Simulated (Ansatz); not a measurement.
A geometry of TiTe₂ away from equilibrium: step 2 of the relaxation of a relaxed TiTe2 cell displaced along its unstable phonon at q = (½, ½, 0) of its primitive reciprocal cell (64i cm⁻¹), largest move 0.15 Å. Level of theory: PBEsol (plane waves to 420 eV, PAW, scalar-relativistic; Ansatz, a quantum-chemistry and plane-wave program). Γ-centred k-mesh 8×8×8 on the run's cell (coarser than for final values), Fermi–Dirac smearing 0.05 eV.

```yaml
crystal:
  lattice:
    - [0.00000, 6.78960, 6.81568]
    - [3.39480, 3.39480, 6.81568]
    - [3.39480, 3.39480, 0.00000]
  atoms:
    - { symbol: Ti, position: [0.00000, 0.00000, 0.00000] }
    - { symbol: Ti, position: [0.50000, 0.00000, 0.00000] }
    - { symbol: Te, position: [0.00000, 0.21680, 0.28320] }
    - { symbol: Te, position: [0.50000, 0.28320, 0.21680] }
    - { symbol: Te, position: [0.00000, 0.71680, 0.78320] }
    - { symbol: Te, position: [0.50000, 0.78320, 0.71680] }
```

**Question.** Give the Cartesian forces on all atoms (eV/Å).

**Answer.** 
```tsv
atom	Fx	Fy	Fz
Ti1	0.00	0.00	0.00
Ti2	0.00	0.00	0.00
Te3	0.00	0.00	-0.16
Te4	0.00	0.00	0.16
Te5	0.00	0.00	-0.16
Te6	0.00	0.00	0.16
```

**Question.** What is the pressure?

**Answer.** -0.2 GPa, compression positive.

**Question.** How far above the relaxed end point is this geometry?

**Answer.** 0.01 eV/atom; the path ends in P4₂/nmc (No. 137).

No spin polarisation in the result.

The run could not lose the symmetry of its start, so the end can be a saddle point.

The end of the path is a generated cell of TiTe2: the first start was made by placing the elements on the sites of a structure type, and the end was not matched to a known phase here, so it may be hypothetical. Known forms of TiTe2 include space group No. 164.
